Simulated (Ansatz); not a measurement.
A relaxed cell of In₂Ga₃P₅ is given with its symmetry left out. The cell was found from a structure generator's guess, not taken from experiment.

Level of theory: Ansatz, DFT PBE, scalar-relativistic, plane waves, PAW. Cutoff 420 eV, Γ-centred mesh, Gaussian smearing, no spin polarisation.

```
In Ga P
1.0
    -2.00456    2.00456   14.30617
     2.00456   -2.00456   14.30617
     2.00456    2.00456  -14.30617
In Ga P
2 3 5
Direct
  0.39846 0.39846 0.00000
  0.60154 0.60154 0.00000
  0.79697 0.79697 0.00000
  0.00000 0.00000 0.00000
  0.20303 0.20303 0.00000
  0.34345 0.84345 0.50000
  0.95346 0.45346 0.50000
  0.54654 0.04654 0.50000
  0.15655 0.65655 0.50000
  0.75000 0.25000 0.50000
```

The zero of energy is the elements' standard structures at the same level; no fitted shifts are applied. The references include black phosphorus.

(1) What space group does it have?

(2) How far does it lie from the elements in energy?

(3) Is it a metal?

## Answers

(1) I-4m2 (No. 119), with In and Ga ordered on zinc blende sites. Conventional cell: a = 4.009 Å, c = 28.612 Å. Around In lie 4 P at 2.55 Å; around Ga on a site of symmetry 2mm lie 4 P at 2.41 Å; around Ga on a site of symmetry -4m2 lie 4 P at 2.41 Å; around P on a site of symmetry 2mm lie 2 Ga at 2.41 Å and 2 In at 2.55 Å; 2 more sites not described.

(2) −0.334 eV/atom. Whether it is stable depends on the other phases of the system, which aren't compared here.

(3) No, the gap on the 10×10×10 mesh is 0.89 eV.

The last run used a 10×10×10 mesh for its 10-atom cell and Gaussian smearing of 0.02 eV. Kohn–Sham gaps at this level usually fall short of measured ones. The reference form of P is held partly by dispersion forces, which this level lacks. Symmetry constrained the relaxation, so the result can be a saddle point.
